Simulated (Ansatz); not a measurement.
## Comparing deformations in Sr

Method: Ansatz, DFT PBEsol, scalar-relativistic, plane waves, PAW. Cutoff 420 eV, Γ-centred 12×12×8 k-points, Gaussian smearing of 0.15 eV. No spin polarisation. Energies are free energies at this smearing, counted from the undisturbed cell; pressure is positive in compression.

Reference structure (as given, not relaxed at this level; it stands at -0.9 GPa; this form isn't the usual structure):

```
Sr
1.0
     4.31000    0.00000    0.00000
    -2.15500    3.73257    0.00000
     0.00000    0.00000    7.05000
Sr
2
Direct
  0.33333 0.66667 0.25000
  0.66667 0.33333 0.75000
```

The cell is strained by ε times a Voigt pattern (xx, yy, zz, yz, xz, xy; engineering shear) with fractional coordinates fixed. τ = (1/V0) dE/dε comes from the stress tensor. Of each scan, only the three points used here are listed.

```
           pattern        ε  τ (GPa)
(1, 1, 0, 0, 0, 0)  -0.0150     0.93
(1, 1, 0, 0, 0, 0)   0.0000     1.74
(1, 1, 0, 0, 0, 0)   0.0150     2.46
(0, 0, 1, 0, 0, 0)  -0.0050    0.715
(0, 0, 1, 0, 0, 0)   0.0000    0.827
(0, 0, 1, 0, 0, 0)   0.0050    0.937
(0, 0, 0, 0, 1, 0)  -0.0050  -0.0271
(0, 0, 0, 0, 1, 0)   0.0000   0.0000
(0, 0, 0, 0, 1, 0)   0.0050   0.0271
```

Question: Which constants do the scans give, and which deformation costs least for the same size of strain tensor?

Answer: The slope dτ/dε at zero (parabola through three points) is pᵀCp: (1, 1, 0, 0, 0, 0) gives C11 + C22 + 2 C12 = 51 GPa; (0, 0, 1, 0, 0, 0) gives C33 = 22.3 GPa; (0, 0, 0, 0, 1, 0) gives C55 = 5.4 GPa. The size of the strain tensor, ε:ε, is ε² times 2.0, 1.0, 0.5. Per unit of it the stiffnesses are 26, 22.3, 10.8 GPa, so (0, 0, 0, 0, 1, 0) is the softest of these: at ε:ε = (1 %)² the quadratic term costs 0.19 meV/atom against 0.45 for the stiffest. These are clamped-ion values. The starting stress shifts them by about its own size.

In a metal these slopes depend on the k mesh and the smearing.